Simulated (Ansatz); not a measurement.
## Structure relaxation, Mo₂C

The start is a generated cell, Mo2C built in the AFLOW prototype A2B_oF24_70_e_a (C54, as in TiSi2). Cell shape, volume and atoms are optimised at zero target pressure with PBE (plane waves to 420 eV, PAW, scalar-relativistic; Ansatz, a quantum-chemistry and plane-wave program). The first steps use a coarse 7×7×7 k-mesh.

Input geometry:
```yaml
crystal:
  lattice:
    - [0.00000, 3.96377, 4.09965]
    - [2.30142, 0.00000, 4.09965]
    - [2.30142, 3.96377, 0.00000]
  atoms:
    - { symbol: Mo, position: [0.66350, 0.33650, 0.66350] }
    - { symbol: Mo, position: [0.33650, 0.66350, 0.33650] }
    - { symbol: Mo, position: [0.58650, 0.91350, 0.58650] }
    - { symbol: Mo, position: [0.91350, 0.58650, 0.91350] }
    - { symbol: C, position: [0.00000, 0.00000, 0.00000] }
    - { symbol: C, position: [0.25000, 0.25000, 0.25000] }
```

| Property | Value |
|---|---|
| Largest initial force | about 1.4 eV/Å, on Mo1, Mo2, Mo3, Mo4 (atoms numbered as listed) |
| Energy released | 1.11 eV/atom |
| Band gap at the end | zero (metallic) |
| Optimiser moves | 18 |

Final structure:

Space group I4₁/amd, origin choice 1 (No. 141); a = b = 4.2991 Å, c = 8.0766 Å, α = β = γ = 90.00°

```json
[
 {"atom": "Mo", "site": "8e", "symmetry": "2mm.", "x": "0.0000", "y": "0.0000", "z": "0.2555"},
 {"atom": "C", "site": "4a", "symmetry": "-4m2", "x": "0.0000", "y": "0.0000", "z": "0.0000"}
]
```
(The calculation used a cell of 6 atoms; values per cell refer to that cell.)

Final values are on a 15×15×15 k-mesh of the relaxed cell. No spin polarisation in the result.

The run could not lose the symmetry of its start; a randomly shaken copy of 12 atoms returns to this structure.

The relaxed structure here is a generated cell of Mo2C: the first start was made by placing the elements on the sites of a structure type, and the end was not matched to a known phase here, so it may be hypothetical.
